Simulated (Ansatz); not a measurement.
Cell and atoms are relaxed with the symmetry kept. Start:

```cif
data_structure
_symmetry_space_group_name_H-M 'Fmmm'
_symmetry_Int_Tables_number 69
_cell_length_a 3.1668
_cell_length_b 4.4912
_cell_length_c 22.3887
_cell_angle_alpha 90.000
_cell_angle_beta 90.000
_cell_angle_gamma 90.000
_cell_volume 318.43
loop_
_atom_site_label
_atom_site_type_symbol
_atom_site_symmetry_multiplicity
_atom_site_Wyckoff_symbol
_atom_site_fract_x
_atom_site_fract_y
_atom_site_fract_z
_atom_site_occupancy
Re1 Re 4 a 0.00000 0.00000 0.00000 1
W1 W 8 i 0.00000 0.00000 0.40107 1
W2 W 8 i 0.50000 0.00000 0.30047 1
```

Level of theory: DFT LDA, scalar-relativistic, plane waves, PAW (Ansatz 0.2.0).

Cutoff 420 eV; k points 14×14×14 on the computed 5-atom cell (Γ-centred); Gaussian smearing, width 0.10 eV; no spin polarisation.

Question: What does it relax to?

Answer: The volume goes down by 0.71 Å³/atom to 15.21 Å³/atom, and the energy falls by 33.0 meV/atom. Final structure:
```
CELL_PARAMETERS angstrom
0.00000 2.21213 11.02818
1.55881 0.00000 11.02818
1.55881 2.21213 0.00000
ATOMIC_POSITIONS crystal
Re 0.00000 0.00000 0.00000
W 0.40103 0.40103 0.59897
W 0.80042 0.80042 0.19958
W 0.19958 0.19958 0.80042
W 0.59897 0.59897 0.40103
```

Spin–orbit coupling is left out, which can shift energies with elements as heavy as these.

Cost: 1 run of about 8.9 core-minutes, on Arm Neoverse V1 (shared hosts).